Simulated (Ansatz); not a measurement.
SiGe in space group P4_2/mmc (No. 131; Ge on 2c, Si on 2e) under volume change, DFT-r²SCAN in the program Ansatz with PAW potentials, shape and atoms relaxed at each volume.

| V (Å³/atom) | E − E(relaxed) (meV/atom) | P (GPa) |
|---|---|---|
| 19.345 | 43.3 | 7.92 |
| 19.983 | 18.0 | 4.83 |
| 20.621 | 4.2 | 2.20 |
| 21.259 | 0.0 | 0.00 |
| 21.897 | 3.7 | -1.83 |
| 22.534 | 14.1 | -3.33 |
| 23.172 | 29.8 | -4.52 |

Problem. What does a third-order Birch–Murnaghan fit give for V₀, B₀ and B′?

Solution. V₀ = 21.26 Å³/atom, B₀ = 66.0 GPa, B′ = 5.1.

The cell is a constructed one: a structure type filled with these elements; neither database checked (COD, Materials Project) lists it. Its standing as an ambient phase is unchecked. The cell was relaxed with r²SCAN under the symmetry of its start; whether a distortion lowers the energy is not shown.

Potentials: the later of the program's two PAW sets.
